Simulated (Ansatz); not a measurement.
GaAs in space group P4_2/mmc (No. 131; Ga on 2c, As on 2e) under volume change, plane-wave PAW PBE (Ansatz code), shape and atoms relaxed at each volume.

```
V (Å³/atom)  E − E(relaxed) (meV/atom)  P (GPa)
-----------  -------------------------  -------
22.505                            26.5     4.03
23.247                            11.3     2.51
23.989                             2.6     1.15
24.731                             0.0     0.00
25.473                             2.3    -0.95
26.215                             7.7    -1.32
26.957                            15.1    -1.92
```

Q: What does a third-order Birch–Murnaghan fit give for V₀, B₀ and B′?

A: V₀ = 24.76 Å³/atom, B₀ = 30.7 GPa, B′ = 7.0.

A made-up cell: these elements were put on the sites of a structure type; neither database checked (COD, Materials Project) lists it. It is not the phase usual at ambient conditions (space group No. 216). The cell was relaxed with PBE under the symmetry of its start; whether a distortion lowers the energy is not shown.

Potentials: the later of the program's two PAW sets.
